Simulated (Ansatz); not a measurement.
**Is this Mo6H structure a true minimum?**

The cell was found from a proposed guess, not taken from experiment.

Computed with Ansatz, DFT PBE, scalar-relativistic, plane waves, PAW. Cutoff 420 eV; k points 10×10×4 on the computed 7-atom cell (Γ-centred); Gaussian smearing, width 0.10 eV; no spin polarisation.

The cell below (7 atoms, space group P-4m2 (No. 115)) is relaxed within its symmetry.

```
H Mo
1.0
     3.18084    0.00000    0.00000
     0.00000    3.18084    0.00000
     0.00000    0.00000    9.68113
H Mo
1 6
Direct
  0.00000 0.00000 0.00000
  0.50000 0.00000 0.57887
  0.00000 0.50000 0.42113
  0.00000 0.50000 0.09934
  0.50000 0.00000 0.90066
  0.00000 0.50000 0.74465
  0.50000 0.00000 0.25535
```

For the test it was strained at random (σ = 1.5 % a component), the atoms were moved at random (σ = 0.05 Å), and all was relaxed again on a coarse 6×6×2 mesh (in the run’s order of axes) with 0.20 eV smearing, with no symmetry imposed.

Task: Does it come back?

Result: It returns, within 1 meV/atom of the unmoved cell on that mesh and with the same symmetry when read at 0.1 Å. No instability shows in this cell; modes of other wave vectors, which need another repeat, aren't tested.
